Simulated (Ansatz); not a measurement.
Polymorphs of Si3N4, each relaxed with the program Ansatz at the r²SCAN level (PAW):

A: P6_3/m
a = b = 7.6055 Å, c = 2.9056 Å, α = β = 90.00°, γ = 120.00°

```
atom  site  symmetry       x       y       z
----  ----  --------  ------  ------  ------
Si      6h       m..  0.4060  0.2306  0.2500
N       2d      -6..  0.6667  0.3333  0.2500
N       6h       m..  0.0313  0.3303  0.2500
```

B: Fd-3m
a = 7.730 Å, b = 7.730 Å, c = 7.730 Å, α = 90.00°, β = 90.00°, γ = 90.00°

```tsv
atom	site	symmetry	x	y	z
Si	16c	.-3m	0.1250	0.1250	0.1250
Si	8b	-43m	0.5000	0.5000	0.5000
N	32e	.3m	0.3676	0.3676	0.3676
```

Task: Order them by energy per atom at 0 K (lowest first) at the level r²SCAN.

Result: A (+0 meV/atom), B (+162 meV/atom)

Task: Give each one's gap.

Result: A 4.99 eV; B 4.03 eV.

All cells were relaxed under the symmetry of their starts (and spin orders); stability against distortions was not tested throughout.

Energies hold the estimated change up to a 700 eV cutoff; steps of a few meV lie near the error of the meshes.

Potentials: the earlier of the program's two PAW sets.
